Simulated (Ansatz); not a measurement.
AlP, first-principles data

AlP:
```
CELL_PARAMETERS angstrom
      3.82118     0.00000     0.00000
     -1.91059     3.30924     0.00000
      0.00000     0.00000     8.63246
ATOMIC_POSITIONS crystal
  Al 0.50000 0.00000 0.50000
  Al 0.00000 0.50000 0.16667
  Al 0.50000 0.50000 0.83333
  P  0.50000 0.00000 0.00000
  P  0.00000 0.50000 0.66667
  P  0.50000 0.50000 0.33333
```

Space group P6_222 (No. 180); conventional cell a = 3.8212 Å, b = 3.8212 Å, c = 8.6325 Å, α = 90.00°, β = 90.00°, γ = 120.00°.

Method: DFT-PBEsol in the program Ansatz with PAW potentials. Structure relaxed to zero pressure with the same functional. Other levels are named where they apply.

### Cell and energy

| Quantity | Value |
|---|---|
| Volume per atom | 18.19 Å³ |
| Density | 2.64 g/cm³ |
| Formation energy from the elements (no fitted shifts) | -0.40 eV/atom |

### Electronic structure

| Property | Value |
|---|---|
| Band gap | 0.84 eV (indirect) |
| Valence-band maximum | at Γ |
| Conduction-band minimum | at M (3 equivalent valleys) |
| Smallest direct gap on the standard path | 1.93 eV |
| Electron effective mass | 0.14, 0.40, 1.5 mₑ (principal values) |
| Hole effective mass | 0.15, 7.8, 7.8 mₑ (principal values) |
| HSE06 gap on the PBEsol cell | 1.57 eV |

### Mechanics

| Quantity | Result |
|---|---|
| Bulk modulus (Birch–Murnaghan fit) | 95.8 GPa |
| Pressure derivative B′ | 4.1 |
| Elastic constants (relaxed ions, GPa) | C11 = 157, C12 = 55.6, C13 = 66.2, C33 = 181, C44 = 50.0 |
| Mechanical stability | stable (all eigenvalues of C positive) |
| Hill bulk and shear moduli | 96.4 and 50.6 GPa |
| Young's modulus | 129 GPa |
| Poisson's ratio | 0.28 |
| Debye temperature from the elastic constants | 552 K |
| Piezoelectric stress constants (proper, relaxed ions, C/m²) | e14 = 0.12, e25 = -0.12 |

### Dielectric response

| Item | Result |
|---|---|
| Electronic dielectric constant ε∞ (DFPT) | 12.6 (xx = yy), 14.0 (zz) |
| Static dielectric constant ε0 (ions relaxed, cell fixed) | 21.7 (xx = yy), 18.0 (zz) |
| Born charges (a third of the trace) | Al +2.70, P -2.70 e |

### Phonons

| Item | Result |
|---|---|
| Highest zone-centre frequency (without LO–TO term) | 14.03 THz |
| Zone-centre stability | no imaginary mode at Γ |

The start of the workflow was typed in or built on a structure type; neither database checked (COD, Materials Project) lists it. It is not the phase usual at ambient conditions (space group No. 216). The cell was relaxed with PBEsol under the symmetry of its start. Signs of piezoelectric constants follow the polarity of the cell as given. The references are the lowest solids computed at this level, not always the standard phases.

Potentials: the later of the program's two PAW sets.
